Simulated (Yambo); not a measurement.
LiF (rock salt, space group Fm-3m, No. 225) under isotropic strain of -1.5 % on all lattice vectors; a = 2.787 Å, b = 2.787 Å, c = 2.787 Å, α = 60.00°, β = 60.00°, γ = 60.00°. With the G0W0 scissor the direct gap on the mesh is 14.23 eV.

**Question.** Can the lowest exciton of this BSE run be trusted, and with what binding energy? (Yambo, PBEsol bands; 10×10×10 mesh, 3 valence and 1 conduction bands, static screening with 9 bands and a 4 Ry block, scissor 4.69 eV, Tamm-Dancoff.)

**Answer.** The mesh holds a bound state, but the numbers are provisional. These are vertical excitations (zero momentum). The lowest state lies at 11.89 eV (strong for light along x, 3 states within 2 meV), the direct quasiparticle gap on this mesh at 14.23 eV. Its binding energy, counted from that gap, is 2.34 eV; it spreads over about 120 k points of the mesh. Convergence with the mesh was not shown. The scissor comes from a G0W0 run whose convergence isn't established. 

Geometry strained from the cell relaxed with PBEsol, atoms relaxed again.
